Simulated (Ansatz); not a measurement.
The relaxed structure here is a generated cell of Ga2O3: the first start was made by placing the elements on the sites of a structure type, and the end was not matched to a known phase here, so it may be hypothetical. Known forms of Ga2O3 include space group No. 12, 167.

One stationary structure of Ga$_{2}$O$_{3}$. Level of theory: r2SCAN (plane waves to 500 eV, PAW, scalar-relativistic; Ansatz, an electronic-structure program).

```xyz
5
Lattice="2.4283 1.4020 2.4474 -2.4283 1.4020 2.4474 0.0000 -2.8039 2.4474" Properties=species:S:1:pos:R:3 pbc="T T T"
O     -1.4600     0.0000     3.6712
O      0.7300    -1.2644     3.6712
O      0.7300     1.2644     3.6712
Ga     0.0000     0.0000     2.1704
Ga     0.0000     0.0000     5.1720
```

Q: Determine the symmetry and give the standard cell with its independent sites.

A: Space group R32, hexagonal axes (No. 155); a = b = 4.857 Å, c = 7.342 Å, α = β = 90.00°, γ = 120.00°

| atom | site | symmetry | x | y | z |
|---|---|---|---|---|---|
| O | 9e | .2 | 0.3006 | 0.3006 | 0.5000 |
| Ga | 6c | 3. | 0.0000 | 0.0000 | 0.2956 |

Q: Give the shortest distances between elements (the closest pairs, up to four, under 3.6 Å).

A: Ga–O 1.95 Å; O–O 2.46 Å; Ga–Ga 2.86 Å.

```yaml
volume_per_atom: 10.00 Å³
band_gap: 1.58 eV, indirect (valence top at 71 % of the way from Γ to T, conduction bottom at Γ) (no spin-orbit coupling)
smallest_direct_gap: 2.77 eV at Γ
```

No spin polarisation in the result.

The run could not lower the symmetry of its start; a shaken copy of this end point relaxes with r2SCAN to P1 (No. 1), 225 meV/atom lower.
